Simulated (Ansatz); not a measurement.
Rigid (111) slab of Al, space group Fm-3m (No. 225):

```
Al
1.0
     5.63242    0.00000    0.00000
    -2.81621    4.87782    0.00000
     0.00000    0.00000   23.89828
Al
16
Direct
  0.33333 0.16667 0.35567
  0.33333 0.66667 0.35567
  0.83333 0.16667 0.35567
  0.83333 0.66667 0.35567
  0.66667 0.33333 0.45189
  0.66667 0.83333 0.45189
  0.16667 0.33333 0.45189
  0.16667 0.83333 0.45189
  0.00000 0.50000 0.54755
  0.00000 0.00000 0.54755
  0.50000 0.50000 0.54755
  0.50000 0.00000 0.54755
  0.33333 0.66667 0.64503
  0.33333 0.16667 0.64503
  0.83333 0.66667 0.64503
  0.83333 0.16667 0.64503
```

Theory: DFT PBE+D3(BJ), scalar-relativistic, plane waves, PAW in Ansatz 0.2.0. Cutoff 420 eV; k points 6×6×1 on the computed 17-atom cell (Γ-centred); Gaussian smearing, width 0.10 eV; no spin polarisation. The cell repeats along c with a dipole correction in the vacuum.

An adatom of Se is held over the places (i/3, j/3) of the 1×1 surface cell, counted from the highest atom (Al), and only its height relaxes; one adatom per 27.5 Å². This grid misses the bridge places.

Heights over the highest slab atom in Å:

```csv
i,j=0,j=1,j=2
0,2.28,2.09,2.09
1,2.09,2.09,1.92
2,2.09,1.89,2.09
```

(1) Among these places, where is the adatom most and least stable, and how far apart in energy?

Answers

(1) Lowest at (i, j) = (2, 1); highest at (0, 0), 1.21 eV above. All energies in eV:

```
i j=0   j=1   j=2
0  1.21  0.64  0.64
1  0.64  0.64  0.23
2  0.64  0.00  0.64
```